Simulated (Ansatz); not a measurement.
Theory: DFT PBEsol, scalar-relativistic, plane waves, PAW in Ansatz 0.2.0.

Structure of SrSnP:

```yaml
crystal:
  lattice:
    - [4.32120, 0.00000, 0.00000]
    - [0.00000, 4.32120, 0.00000]
    - [0.00000, 0.00000, 8.88811]
  atoms:
    - { symbol: Sr, position: [0.00000, 0.50000, 0.66753] }
    - { symbol: Sr, position: [0.50000, 0.00000, 0.33247] }
    - { symbol: Sn, position: [0.50000, 0.00000, 0.94795] }
    - { symbol: Sn, position: [0.00000, 0.50000, 0.05205] }
    - { symbol: P, position: [0.00000, 0.50000, 0.32872] }
    - { symbol: P, position: [0.50000, 0.00000, 0.67128] }
```

Plane waves to 420 eV, a k mesh through Γ of 8×8×4 on the computed 6-atom cell and Gaussian smearing (0.10 eV); no spin polarisation.

Levels along Γ–X–M–Γ–Z–R–A–Z | X–R | M–A, in eV from the Fermi level, sorted by energy at each point. Points in fractions of the primitive reciprocal vectors: Γ (0.000 0.000 0.000), X (0.000 0.500 0.000), M (0.500 0.500 0.000), Z (0.000 0.000 0.500), R (0.000 0.500 0.500), A (0.500 0.500 0.500).
| point | k (1/Å, with 2π) | band 26 | band 27 | band 28 | band 29 | band 30 | band 31 | band 32 |
| --- | --- | --- | --- | --- | --- | --- | --- | --- |
| Γ | 0.000 | -1.52 | -0.47 | -0.47 | 0.05 | 0.05 | 1.06 | 2.09 |
| - | 0.104 | -1.09 | -0.63 | -0.54 | -0.02 | 0.03 | 1.23 | 2.22 |
| - | 0.208 | -1.04 | -0.97 | -0.71 | 0.00 | 0.06 | 1.63 | 2.53 |
| - | 0.312 | -1.33 | -1.32 | -0.94 | 0.04 | 0.34 | 2.09 | 2.65 |
| - | 0.415 | -1.59 | -1.56 | -1.16 | 0.19 | 0.63 | 2.30 | 2.66 |
| - | 0.519 | -1.77 | -1.59 | -1.35 | 0.48 | 0.91 | 2.19 | 2.40 |
| - | 0.623 | -1.89 | -1.60 | -1.49 | 0.90 | 1.18 | 1.79 | 2.03 |
| X | 0.727 | -1.95 | -1.57 | -1.57 | 1.42 | 1.42 | 1.46 | 1.46 |
| - | 0.831 | -1.93 | -1.60 | -1.60 | 0.60 | 0.60 | 2.06 | 2.06 |
| - | 0.935 | -1.90 | -1.67 | -1.67 | -0.20 | -0.20 | 2.33 | 2.33 |
| - | 1.039 | -1.99 | -1.68 | -1.68 | -0.82 | -0.82 | 2.48 | 2.48 |
| - | 1.143 | -2.24 | -1.60 | -1.60 | -1.19 | -1.19 | 2.60 | 2.60 |
| - | 1.246 | -2.38 | -1.54 | -1.54 | -1.37 | -1.37 | 2.66 | 2.66 |
| - | 1.350 | -2.34 | -1.52 | -1.52 | -1.44 | -1.44 | 2.61 | 2.61 |
| M | 1.454 | -2.30 | -1.54 | -1.54 | -1.44 | -1.44 | 2.58 | 2.58 |
| - | 1.601 | -2.23 | -1.52 | -1.50 | -1.45 | -1.41 | 2.63 | 2.67 |
| - | 1.748 | -1.94 | -1.50 | -1.45 | -1.32 | -1.15 | 2.71 | 2.80 |
| - | 1.895 | -1.82 | -1.53 | -1.32 | -1.14 | -0.03 | 2.52 | 3.07 |
| - | 2.042 | -1.66 | -1.43 | -1.12 | -0.87 | 1.46 | 2.15 | 3.02 |
| - | 2.188 | -1.28 | -1.13 | -0.86 | -0.51 | 1.11 | 2.19 | 2.65 |
| - | 2.335 | -0.93 | -0.76 | -0.60 | -0.14 | 0.17 | 1.40 | 2.37 |
| Γ | 2.482 | -1.52 | -0.47 | -0.47 | 0.05 | 0.05 | 1.06 | 2.09 |
| - | 2.533 | -1.50 | -0.49 | -0.49 | 0.08 | 0.08 | 1.06 | 2.08 |
| - | 2.583 | -1.46 | -0.54 | -0.54 | 0.16 | 0.16 | 1.08 | 2.04 |
| - | 2.634 | -1.40 | -0.59 | -0.59 | 0.27 | 0.27 | 1.10 | 1.79 |
| - | 2.684 | -1.34 | -0.63 | -0.63 | 0.38 | 0.38 | 1.12 | 1.38 |
| - | 2.735 | -1.27 | -0.67 | -0.67 | 0.48 | 0.48 | 1.02 | 1.15 |
| - | 2.785 | -1.23 | -0.69 | -0.69 | 0.55 | 0.55 | 0.76 | 1.17 |
| Z | 2.836 | -1.22 | -0.70 | -0.70 | 0.58 | 0.58 | 0.66 | 1.18 |
| - | 2.939 | -0.96 | -0.90 | -0.75 | 0.39 | 0.53 | 0.82 | 1.34 |
| - | 3.043 | -1.33 | -0.99 | -0.89 | 0.39 | 0.43 | 0.96 | 1.71 |
| - | 3.147 | -1.56 | -1.38 | -1.07 | 0.39 | 0.64 | 1.11 | 2.16 |
| - | 3.251 | -1.84 | -1.56 | -1.26 | 0.47 | 0.98 | 1.29 | 2.46 |
| - | 3.355 | -2.21 | -1.58 | -1.42 | 0.70 | 1.37 | 1.50 | 2.40 |
| - | 3.459 | -2.40 | -1.60 | -1.53 | 1.08 | 1.70 | 1.83 | 2.14 |
| R | 3.563 | -2.53 | -1.59 | -1.59 | 1.57 | 1.57 | 1.97 | 1.97 |
| - | 3.667 | -2.50 | -1.62 | -1.62 | 0.96 | 0.96 | 2.00 | 2.00 |
| - | 3.770 | -2.42 | -1.73 | -1.73 | 0.24 | 0.24 | 2.00 | 2.00 |
| - | 3.874 | -2.28 | -1.89 | -1.89 | -0.26 | -0.26 | 1.89 | 1.89 |
| - | 3.978 | -2.15 | -1.95 | -1.95 | -0.52 | -0.52 | 1.56 | 1.56 |
| - | 4.082 | -2.06 | -1.86 | -1.86 | -0.59 | -0.59 | 1.20 | 1.20 |
| - | 4.186 | -1.98 | -1.78 | -1.78 | -0.57 | -0.57 | 0.95 | 0.95 |
| A | 4.290 | -1.94 | -1.75 | -1.75 | -0.54 | -0.54 | 0.86 | 0.86 |
| - | 4.437 | -1.92 | -1.86 | -1.75 | -0.62 | -0.52 | 0.93 | 1.14 |
| - | 4.583 | -2.05 | -1.85 | -1.82 | -0.46 | -0.44 | 1.12 | 1.72 |
| - | 4.730 | -2.11 | -1.92 | -1.71 | -0.32 | 0.47 | 1.44 | 1.58 |
| - | 4.877 | -1.86 | -1.85 | -1.50 | -0.11 | 1.25 | 1.84 | 1.87 |
| - | 5.024 | -1.54 | -1.31 | -1.20 | 0.17 | 0.93 | 1.51 | 2.25 |
| - | 5.171 | -0.99 | -0.88 | -0.88 | 0.44 | 0.45 | 0.90 | 1.50 |
| Z | 5.318 | -1.22 | -0.70 | -0.70 | 0.58 | 0.58 | 0.66 | 1.18 |
| X | 5.318 | -1.95 | -1.57 | -1.57 | 1.42 | 1.42 | 1.46 | 1.46 |
| - | 5.368 | -1.96 | -1.57 | -1.57 | 1.43 | 1.43 | 1.48 | 1.48 |
| - | 5.419 | -2.01 | -1.57 | -1.57 | 1.45 | 1.45 | 1.53 | 1.53 |
| - | 5.469 | -2.10 | -1.58 | -1.58 | 1.48 | 1.48 | 1.61 | 1.61 |
| - | 5.520 | -2.20 | -1.58 | -1.58 | 1.51 | 1.51 | 1.71 | 1.71 |
| - | 5.570 | -2.33 | -1.59 | -1.59 | 1.54 | 1.54 | 1.82 | 1.82 |
| - | 5.621 | -2.46 | -1.59 | -1.59 | 1.56 | 1.56 | 1.92 | 1.92 |
| R | 5.671 | -2.53 | -1.59 | -1.59 | 1.57 | 1.57 | 1.97 | 1.97 |
| M | 5.671 | -2.30 | -1.54 | -1.54 | -1.44 | -1.44 | 2.58 | 2.58 |
| - | 5.722 | -2.28 | -1.62 | -1.62 | -1.35 | -1.35 | 2.34 | 2.34 |
| - | 5.772 | -2.21 | -1.72 | -1.72 | -1.20 | -1.20 | 2.00 | 2.00 |
| - | 5.823 | -2.10 | -1.80 | -1.80 | -1.04 | -1.04 | 1.67 | 1.67 |
| - | 5.873 | -1.98 | -1.86 | -1.86 | -0.87 | -0.87 | 1.37 | 1.37 |
| - | 5.924 | -1.91 | -1.86 | -1.86 | -0.71 | -0.71 | 1.11 | 1.11 |
| - | 5.974 | -1.93 | -1.78 | -1.78 | -0.59 | -0.59 | 0.93 | 0.93 |
| A | 6.025 | -1.94 | -1.75 | -1.75 | -0.54 | -0.54 | 0.86 | 0.86 |